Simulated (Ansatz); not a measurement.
One input, then a changed one: Si2Ni (fluorite type)

First run: DFT, PBE, all-electron LAPW, scalar-relativistic (Ansatz 0.2.0).

Command: `ansatz run input.yaml --threads 1 --pin off --max-ram 3072MiB --backend cpu --events-out ev --progress --plain --runs-dir out` It took 23 s on 1 thread of Arm Neoverse V2 (shared host), peak memory 0.39 GiB.

```yaml
crystal:
  lattice:
    - [0.0, 2.7221039802, 2.7221039802]
    - [2.7221039802, 0.0, 2.7221039802]
    - [2.7221039802, 2.7221039802, 0.0]
  atoms:
    - { symbol: Ni, position: [0.0, 0.0, 0.0] }
    - { symbol: Si, position: [0.25, 0.25, 0.25] }
    - { symbol: Si, position: [0.75, 0.75, 0.75] }
kpoints:
  mp_grid: { grid: [10, 10, 10] }
  band_path:
    path:
      - [0.0, 0.0, 0.0]
      - [0.5, 0.0, 0.5]
      - [0.625, 0.25, 0.625]
      - [0.375, 0.375, 0.75]
      - [0.0, 0.0, 0.0]
      - [0.5, 0.5, 0.5]
      - [0.5, 0.25, 0.75]
      - [0.5, 0.0, 0.5]
    npoints: 14
scf:
  occupations: { method: fermi_dirac, width: 0.05 }
hamiltonian:
  xc: pbe
  pseudopotentials: { kind: all_electron, lapw: { basis_error: 0.001 } }
output:
  forces: true
  stress: true
  eigenvalues: true
  populations: true
  dos: { projected: true, de: 0.2, e_range: [-14, 8] }
```

The cell comes from a relaxation on PAW files under the same functional, begun from a prototype that needn't be the stable phase.

It converges in 12 SCF iterations at a pressure of 0.03 GPa.

The input is then changed:

```diff
   populations: true
-  dos: { projected: true, de: 0.2, e_range: [-14, 8] }
+basis:
+  xc_grid: 4
```

Task: What does the second run give?

Result: It converges in 12 SCF iterations at a pressure of 0.03 GPa, free energy 0.0 meV/atom against the first run's. Results part of its log:
```
SCF 1 converged in 12 iterations: F = -57168.462789 eV  dr2 = 6.62e-9
NSCF: frozen V_eff on 99 k-points
SCF converged after 12 iterations
Free energy (F): -57168.462789 eV
Harris-Foulkes:  -57168.462789 eV  (|F-HF|=2.06e-8)
Internal energy: -57168.454833 eV  (E = F + TS)
E sigma→0 (E₀):  -57168.458811 eV
Entropy (-TS):   -0.007955 eV (-2.652 meV/atom)
Fermi energy:    14.132325 eV
--- Per-component energies (eV) ---
  E_band       = -1725.450515
  E_kinetic    = 57874.812773
  E_xc         = -2869.272988
  E_electrostatic = -112173.994619  (all electrons and nuclei)
  E_smearing   = -0.007955  (= −TS)
  E_closure    = 0.000000  (closes the sum)
  E_atoms      = -57149.469670  (free atoms, spherical and without spin; not in F)
  Σ components = -57168.462789   (vs F -57168.462789, Δ=0.00e0)
  Basis errors (estimates in eV, not in F): energy 4.0e-4 per atom: plane waves 3.5e-4 (2.0e-4 summed), levels above the bands 1.4e-39, relativity 1.3e-8, radial functions 4.3e-5, core shells 5.4e-11; eigenvalues (radial functions only) 1.1e-6; not estimated: angular momenta, meshes, grids; target (lapw.basis_error) 1.0e-3; muffin-tin radii Si 1.073 Å, Ni 1.284 Å
--- Forces (eV/Å), atoms counted from 1 ---
  atom   1  Ni    -0.00000000    -0.00000000    -0.00000000
  atom   2  Si     0.00000000    -0.00000000     0.00000000
  atom   3  Si     0.00000000     0.00000000    -0.00000000
  max |Σ_I F_I| component: 9.25e-18 eV/Å
--- Stress (GPa, compression-positive) ---
        0.034449      -0.000000       0.000000
       -0.000000       0.034449       0.000000
        0.000000       0.000000       0.034449
  P = ⅓ Tr σ = 0.0344 GPa (0.344 kbar)
--- Band table (eV; the first three rows and the last of 47) ---
  k-point 0: bands = ["-120.8954", "-120.8942", "-90.3776", "-76.9444", "-76.9444", "-76.9444", "-76.9406", "-76.9406", "-76.9406", "-50.7714", "-50.7714", "-50.7714", "0.4993", "9.0923", "9.0923", "9.0923", "10.7733", "10.7733", "13.6977", "15.8586", "15.8586", "15.8586", "16.4564", "16.4564", "16.4564", "18.8384"]
  k-point 1: bands = ["-120.8954", "-120.8942", "-90.3776", "-76.9443", "-76.9443", "-76.9443", "-76.9406", "-76.9406", "-76.9406", "-50.7715", "-50.7714", "-50.7714", "0.6452", "8.7808", "9.1387", "9.1387", "10.7466", "10.7466", "13.5111", "14.7566", "15.2402", "15.2402", "17.0358", "17.0358", "17.8655", "18.4191"]
  k-point 2: bands = ["-120.8953", "-120.8943", "-90.3776", "-76.9440", "-76.9440", "-76.9440", "-76.9409", "-76.9409", "-76.9409", "-50.7718", "-50.7715", "-50.7715", "1.0795", "7.9384", "9.2603", "9.2603", "10.6996", "10.6996", "12.3477", "14.4517", "14.4517", "14.8995", "16.8925", "16.8925", "17.8651", "18.9453"]
  k-point 46: bands = ["-120.8949", "-120.8947", "-90.3776", "-76.9449", "-76.9448", "-76.9432", "-76.9418", "-76.9401", "-76.9400", "-50.7722", "-50.7720", "-50.7718", "5.0193", "5.7162", "6.9683", "7.9096", "10.4335", "10.6154", "10.6807", "11.0956", "11.7753", "15.4301", "17.3889", "17.9351", "20.4399", "22.4040"]
--- Löwdin populations: 3 sites ---
  site symbol       q [e]
     0     Ni     27.3971
     1     Si     14.1250
     2     Si     14.1250
  spilling = 0.006303 (of n_electrons = 56.000000)
```
